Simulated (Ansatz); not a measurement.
FeBiO$_{3}$: computed property card

FeBiO₃:
```xyz
10
Lattice="2.7847 1.6078 4.4696 -2.7847 1.6078 4.4696 0.0000 -3.2155 4.4696" Properties=species:S:1:pos:R:3 pbc="T T T"
Bi     0.0000     0.0000     3.6472
Bi     0.0000     0.0000     9.7615
Fe     0.0000     0.0000     0.0000
Fe     0.0000     0.0000     6.7044
O      0.4345     1.5256     7.9204
O     -1.5385    -0.3865     7.9204
O      1.1040    -1.1391     7.9204
O     -0.4345    -1.5256     5.4883
O      1.5385     0.3865     5.4883
O     -1.1040     1.1391     5.4883
```
The run is spin-polarised; directions of the spins, atom by atom: 0 0 ↑ ↓ 0 0 0 0 0 0.

Space group R-3 (No. 148); conventional cell a = 5.569 Å, b = 5.569 Å, c = 13.409 Å, α = 90.00°, β = 90.00°, γ = 120.00°.

Method: DFT-PBEsol in the program Ansatz with PAW potentials. The cell and atoms are relaxed at this level. Other levels are named where they apply.

Cell and energy:

Volume per atom: 12.01 Å³
Density: 8.65 g/cm³
Formation energy from the elements (no fitted shifts): -114 kJ/mol of atoms

Electronic structure:

- Band gap = 0.18 eV (indirect)
- Valence-band maximum = at L
- Conduction-band minimum = at T
- Smallest direct gap on the standard path = 0.28 eV
- Electron effective mass = 1.1 mₑ (isotropic)

Magnetism:

Magnetic order: antiferromagnetic
Net moment: 0.00 μB per atom

Mechanics:

* **Bulk modulus (Birch–Murnaghan fit)**: 109 GPa
* **Pressure derivative B′**: 5.1

Dielectric response:

* **Electronic dielectric constant ε∞ (DFPT)**: 15.3 (xx = yy), 13.5 (zz)
* **Born charges (a third of the trace)**: Bi +4.85, Fe +5.08 to +5.52, O -3.38 e

The start of the workflow was typed in or built on a structure type; neither database checked (COD, Materials Project) lists it. It is not the phase usual at ambient conditions (space group No. 161). Symmetry was held in the PBEsol relaxation, as lowered by the spin order; its stability against distortions is not shown here. Spin order of the final state: antiferromagnetic, chosen from 5 collinear starts compared on coarse meshes (ties went to the first, and starts can fall back to one state), not a proven ground state. No Hubbard U is applied. Point labels and valley counts follow the cell and symmetry of the run, lower than the named group. The references are the lowest solids computed at this level, not always the standard phases (solids in place of the gases). Spin–orbit coupling is left out wherever it is not named.

Potentials: the earlier of the program's two PAW sets. The files were generated under PBE; for other functionals the program regenerates the frozen cores, and for LDA and PBEsol the local potential too.
